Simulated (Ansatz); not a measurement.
Lu (hcp (Mg type)), relaxed with LDA (Ansatz, a quantum-chemistry and plane-wave program, plane waves, PAW): a = b = 3.382 Å, c = 5.239 Å, α = β = 90.00°, γ = 120.00°.

Question: The same phase is relaxed and computed with PBEsol in the same code. What is the cell now?

Answer: a = 3.4431 Å, b = 3.4431 Å, c = 5.3481 Å, α = 90.00°, β = 90.00°, γ = 120.00°.

All cells were relaxed under the symmetry of their starts (and spin orders); stability against distortions was not tested throughout. Spin–orbit coupling is left out wherever it is not named.

Potentials: the earlier of the program's two PAW sets.

Ansatz is a plane-wave DFT program.
